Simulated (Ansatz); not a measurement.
MoW:
Space group Fm-3m (No. 225); a = 5.180 Å, b = 5.180 Å, c = 5.180 Å, α = 90.00°, β = 90.00°, γ = 90.00°

```tsv
atom	site	symmetry	x	y	z
Mo	4a	m-3m	0.0000	0.0000	0.0000
W	4b	m-3m	0.5000	0.5000	0.5000
```
(The calculation used a cell of 2 atoms; values per cell refer to that cell.)

Relaxed with PBEsol.

Task: Which orbitals make up the states near the Fermi level in the program Ansatz at the PBEsol level (PAW)?

Result: Within 0.5 eV of the Fermi level: Mo 4d 53 %, W 5d 41 %. Projections are on Löwdin-orthogonalised atomic valence shells; empty p or d shells of many metals are not among them.

Task: Tabulate the density of states.

Result: States/eV per cell of 2 atoms, in 0.25 eV bins, energy from the Fermi level.

```
E (eV)  total  Mo 4d  W 5d  W 6s
------  -----  -----  ----  ----
-7.80    0.00   0.00  0.00  0.00
-7.55    0.05   0.00  0.00  0.02
-7.30    0.09   0.00  0.00  0.04
-7.05    0.12   0.00  0.00  0.05
-6.80    0.15   0.00  0.00  0.06
-6.55    0.18   0.00  0.00  0.08
-6.30    0.22   0.01  0.01  0.09
-6.05    0.26   0.01  0.01  0.11
-5.80    0.30   0.02  0.02  0.12
-5.55    0.55   0.13  0.13  0.14
-5.30    0.85   0.27  0.26  0.16
-5.05    1.10   0.38  0.37  0.18
-4.80    1.39   0.51  0.48  0.21
-4.55    1.82   0.70  0.65  0.26
-4.30    2.82   1.14  1.06  0.37
-4.05    3.31   1.43  1.34  0.34
-3.80    2.73   1.43  0.96  0.15
-3.55    2.31   1.25  0.81  0.10
-3.30    1.93   1.04  0.81  0.04
-3.05    2.51   1.30  1.10  0.03
-2.80    3.04   1.42  1.45  0.03
-2.55    2.57   1.13  1.28  0.03
-2.30    2.06   0.97  0.96  0.03
-2.05    2.29   1.11  1.01  0.04
-1.80    2.96   1.53  1.18  0.06
-1.55    2.76   1.28  1.24  0.05
-1.30    2.36   0.92  1.20  0.06
-1.05    1.81   0.71  0.90  0.05
-0.80    1.53   0.69  0.67  0.04
-0.55    0.98   0.51  0.39  0.01
-0.30    1.17   0.62  0.49  0.01
-0.05    2.35   1.20  1.02  0.04
0.20     2.07   1.12  0.83  0.04
0.45     1.95   1.06  0.76  0.04
0.70     2.06   1.08  0.81  0.06
0.95     1.97   0.75  0.98  0.09
1.20     2.38   0.80  1.35  0.07
1.45     2.09   0.76  1.14  0.06
1.70     1.94   0.73  1.01  0.07
1.95     2.81   1.06  1.36  0.17
2.20     3.11   1.21  1.44  0.16
2.45     3.14   1.25  1.41  0.15
2.70     2.45   0.96  1.08  0.13
2.95     2.24   0.86  0.95  0.12
3.20     2.13   0.78  0.86  0.12
3.45     2.07   0.75  0.81  0.11
3.70     1.73   0.66  0.70  0.07
3.95     1.77   0.65  0.69  0.10
4.20     1.81   0.61  0.65  0.11
4.45     1.50   0.50  0.53  0.09
4.70     1.06   0.29  0.31  0.09
```

The start of the workflow was typed in or built on a structure type; neither database checked (COD, Materials Project) lists it. Its standing as an ambient phase is unchecked. The cell was relaxed with PBEsol under the symmetry of its start. At this level the phase is mechanically unstable. The run is not spin-polarised. Its formation energy is positive at this level, so the cell may be metastable or incomplete. Scalar-relativistic: spin–orbit coupling is off unless named, which matters more the heavier the elements.

Potentials: the later of the program's two PAW sets.
